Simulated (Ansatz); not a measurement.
MoIr in space group P-6m2 (No. 187; Mo on 1a, Ir on 1d) at seven volumes, DFT-LDA in the program Ansatz with PAW potentials, shape and atoms relaxed at each. One row is withheld.

```tsv
V (Å³/atom)	P (GPa)
13.018	40.96
13.447	24.96
13.877	11.44
14.306	0.00
14.735	-9.66
15.164	-17.82
15.593	?
```

Fit the shown pressures and predict the withheld one.

Third-order Birch–Murnaghan: P = (3/2)B₀(x^(7/2) − x^(5/2))[1 + (3/4)(B′ − 4)(x − 1)] with x = (V₀/V)^(2/3). Least squares on the six rows gives V₀ = 14.306 Å³/atom, B₀ = 349.7 GPa, B′ = 4.57. At V = 15.593, x = 0.9442 and P = -24.76 GPa. The run itself gave -24.69 GPa.

The workflow started from a Materials Project entry (that database holds measured and hypothetical structures alike); the Crystallography Open Database copy checked does not list it. COD files the formula under space group No. 51. With Mo and Ir taken as one species the cell has the higher symmetry P6_3/mmc, so it may be an ordered model of a mixed-site phase. Whether it is the stable phase at ambient conditions was not checked. Symmetry was held in the LDA relaxation; whether a distortion lowers the energy is not shown. The run is not spin-polarised. Spin–orbit coupling is left out wherever it is not named.

Potentials: the later of the program's two PAW sets.
